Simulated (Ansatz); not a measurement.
Nb:
```
Nb
1.0
   -1.65117     1.65117     1.65117
    1.65117    -1.65117     1.65117
    1.65117     1.65117    -1.65117
Nb
1
Direct
  0.00000   0.00000   0.00000
```

Relaxed with r²SCAN.

Q: Map the valence electron density (e/Å³), cut off at 4 on the plane through (0.000, 0.000, 0.000) spanned by u = [1, 1, 0] and v = [1, -1, 0] in lattice vectors, from r²SCAN in the plane-wave PAW code Ansatz.

A: x is the fraction of u, y of v (the angle between them is 90°; rows are the nearest grid lines); atoms in the plane: Nb at (0.00, 0.00), Nb at (0.50, 0.50).
```
y \ x   0.000  0.118  0.176  0.294  0.353  0.471  0.529  0.647  0.706  0.824  0.882   1.00
------  -----  -----  -----  -----  -----  -----  -----  -----  -----  -----  -----  -----
1.00     4.00   4.00   3.55  0.636  0.311  0.211  0.211  0.311  0.636   3.55   4.00   4.00
0.913    4.00   3.87   2.38  0.477  0.285  0.216  0.216  0.285  0.477   2.38   3.87   4.00
0.826    1.53   1.02  0.651  0.304  0.257  0.235  0.235  0.257  0.304  0.651   1.02   1.53
0.783   0.586  0.461  0.372  0.278  0.268  0.271  0.271  0.268  0.278  0.372  0.461  0.586
0.696   0.247  0.253  0.269  0.403  0.562  0.914  0.914  0.562  0.403  0.269  0.253  0.247
0.609   0.218  0.246  0.328   1.29   2.48   4.00   4.00   2.48   1.29  0.328  0.246  0.218
0.522   0.209  0.255  0.414   2.49   4.00   4.00   4.00   4.00   2.49  0.414  0.255  0.209
0.478   0.209  0.255  0.414   2.49   4.00   4.00   4.00   4.00   2.49  0.414  0.255  0.209
0.391   0.218  0.246  0.328   1.29   2.48   4.00   4.00   2.48   1.29  0.328  0.246  0.218
0.304   0.247  0.253  0.269  0.403  0.562  0.914  0.914  0.562  0.403  0.269  0.253  0.247
0.217   0.586  0.461  0.372  0.278  0.268  0.271  0.271  0.268  0.278  0.372  0.461  0.586
0.174    1.53   1.02  0.651  0.304  0.257  0.235  0.235  0.257  0.304  0.651   1.02   1.53
0.0870   4.00   3.87   2.38  0.477  0.285  0.216  0.216  0.285  0.477   2.38   3.87   4.00
0.000    4.00   4.00   3.55  0.636  0.311  0.211  0.211  0.311  0.636   3.55   4.00   4.00
```

The density is the valence pseudo-density with augmentation charge, so density and ELF within about 1 Å of a nucleus are not all-electron values.

Space group Im-3m (bcc (W type)). Symmetry was held in the r²SCAN relaxation. No spin polarisation was allowed.

Potentials: the earlier of the program's two PAW sets.
